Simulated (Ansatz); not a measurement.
CuAu3: pressure against volume, fitted

```
CELL_PARAMETERS angstrom
3.98000 0.00000 0.00000
0.00000 3.98000 0.00000
0.00000 0.00000 3.98000
ATOMIC_POSITIONS crystal
Cu 0.00000 0.00000 0.00000
Au 0.00000 0.50000 0.50000
Au 0.50000 0.00000 0.50000
Au 0.50000 0.50000 0.00000
```

Atom numbers follow the list: Cu1, Au2, Au3, Au4.

Conventional cell: a = 3.980 Å, b = 3.980 Å, c = 3.980 Å, α = 90.00°, β = 90.00°, γ = 90.00°. Cu (atom 1) has 12 Au at 2.81 Å as nearest neighbours. Around Au (atom 2) lie 4 Cu at 2.81 Å and 8 Au at 2.81 Å.

The cell comes from COD entry 1510492, which wasn't checked; take it as a given geometry.

Spin–orbit coupling is left out, though it moves levels of the heavy atoms by tenths of an eV or more.

Level of theory: DFT, LDA, all-electron LAPW, scalar-relativistic in Ansatz 0.2.0.

Sampling and basis: a Γ-centred 9×9×9 k mesh, Fermi–Dirac smearing of 0.05 eV, basis error target 1 meV/atom, no spin polarisation.

The cell is scaled evenly. Fractional coordinates are held (clamped ions).

```tsv
V (Å³/atom)	P (GPa)
14.816	6.18
15.446	-2.20
15.604	-3.97
15.761	-5.62
15.919	-7.17
16.076	-8.62
16.392	-11.24
16.707	-13.51
```

(1) Fit a third-order Birch–Murnaghan curve to the pressures.

(2) Predict the pressure at the withheld volume, 15.131 Å³/atom.

Answers

(1) P = (3B0/2)(y^(7/2) − y^(5/2))[1 + (3/4)(B0′ − 4)(y − 1)] with y = (V0/V)^(2/3) fits within 0.01 GPa for V0 = 15.264 Å³/atom, B0 = 191.3 GPa and B0′ = 5.45.

(2) There y = 1.0058, so the fit gives 1.71 GPa; the run gave 1.70 GPa.
